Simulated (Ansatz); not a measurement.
The start is a relaxed SrVO3 cell, doubled along one cell vector, shaken by Gaussian noise of σ = 0.08 Å a coordinate. Cell shape, volume and atoms are optimised at zero target pressure with PBEsol (plane waves to 420 eV, PAW, scalar-relativistic; Ansatz, an electronic-structure program). First-step values are on the input's coarse k-mesh.

Ansatz input (later rounds restart from its end on a renewed k-mesh):
Ansatz 0.2 input:
```yaml
crystal:
  lattice:
    - [3.8093126051, 0, 0]
    - [0, 3.8093126051, 0]
    - [0, 0, 7.6186252102]
  atoms:
    - { symbol: Sr, position: [0.481678436, 0.4608940866, 0.2388989395] }
    - { symbol: Sr, position: [0.5144862482, 0.5359410187, 0.7399728218] }
    - { symbol: V, position: [-0.0118480405, 0.0002494824, 0.0021606863] }
    - { symbol: V, position: [0.0041880074, -0.0131868862, 0.50864973] }
    - { symbol: O, position: [-0.0284538108, 0.5004557792, -0.0128675027] }
    - { symbol: O, position: [0.0040548361, 0.5117986075, 0.5013895955] }
    - { symbol: O, position: [0.0132237594, 0.0027363177, 0.2494572093] }
    - { symbol: O, position: [0.0144616453, 0.00682316, 0.7472402003] }
    - { symbol: O, position: [0.4933392854, 0.0252242441, -0.008781858] }
    - { symbol: O, position: [0.5012980252, -0.004591603, 0.5090606897] }
basis: { ecutwfc: 420, ecutrho_ratio: 4, xc_grid: 2, fft_grid_basis: typed }
kpoints: { mp_grid: { grid: [6, 6, 3] } }
hamiltonian:
  xc: pbesol
  dispersion: none
  pseudopotentials: { kind: paw }
scf: { occupations: { method: fermi_dirac, width: 0.05 } }
relax: { f_tol: 0.01, max_steps: 100, cell: { stress_tol: 0.02 } }
output: { forces: true, stress: true }
```

| Item | Value |
|---|---|
| Initial pressure | +2 GPa (positive: the cell is compressed) |
| Largest initial force | about 1.3 eV/Å, on V4 (atoms numbered as listed) |
| Energy released | 0.04 eV/atom |
| Relative to the parent | It returns to the parent structure, Pm-3m (No. 221) |
| Band gap at the end | no gap (metallic) |
| Optimiser moves | 5 |

Final values are on a 12×12×12 k-mesh of the relaxed cell. No spin polarisation in the result. The relaxed primitive cell holds an odd number of electrons. A magnetic state may lie lower. No Hubbard U is applied.
